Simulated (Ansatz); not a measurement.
Given:

NaSe:
```cif
data_Na4Se4
_chemical_formula_sum 'Na4 Se4'
_space_group_name_H-M_alt 'P63/mmc'
_space_group_IT_number 194
_space_group_name_Hall '-P 6c 2c'
_cell_length_a 4.56165
_cell_length_b 4.56165
_cell_length_c 10.35030
_cell_angle_alpha 90.000
_cell_angle_beta 90.000
_cell_angle_gamma 120.000
loop_
_atom_site_label
_atom_site_type_symbol
_atom_site_symmetry_multiplicity
_atom_site_Wyckoff_symbol
_atom_site_fract_x
_atom_site_fract_y
_atom_site_fract_z
_atom_site_occupancy
Na1 Na 2 a 0.00000 0.00000 0.00000 1
Na2 Na 2 c 0.33333 0.66667 0.25000 1
Se1 Se 4 f 0.66667 0.33333 0.13196 1
```

This is the LDA-relaxed structure.

Question: All from plane-wave PAW LDA (Ansatz code), unless another level is named. Predict the highest zone-centre frequency (without LO–TO term).

Answer: 244 cm⁻¹.

Question: Next, the Hill bulk and shear moduli?

Answer: 29.1 and 12.0 GPa.

Space group P6_3/mmc. The workflow started from a Materials Project entry (that database holds measured and hypothetical structures alike); the Crystallography Open Database copy checked does not list it. Whether it is the stable phase at ambient conditions was not checked. The LDA relaxation kept the symmetry of its start; phonons on a q-mesh show no instability.

Potentials: the later of the program's two PAW sets.
